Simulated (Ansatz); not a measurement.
TiB₂ in space group P6/mmm (No. 191; Ti on 1a, B on 2d) under volume change, PBE in the plane-wave PAW code Ansatz, shape and atoms relaxed at each volume.

| V (Å³/atom) | E − E(relaxed) (meV/atom) | P (GPa) |
|---|---|---|
| 7.787 | 63.1 | 28.35 |
| 8.044 | 26.6 | 17.46 |
| 8.300 | 6.3 | 8.07 |
| 8.557 | 0.0 | -0.01 |
| 8.814 | 5.7 | -6.99 |
| 9.070 | 21.9 | -13.02 |
| 9.327 | 47.0 | -18.22 |

Task: What does a third-order Birch–Murnaghan fit give for V₀, B₀ and B′?

Result: V₀ = 8.56 Å³/atom, B₀ = 250 GPa, B′ = 3.9.

The PBE relaxation kept the symmetry of its start. The run is not spin-polarised.

Potentials: the later of the program's two PAW sets.
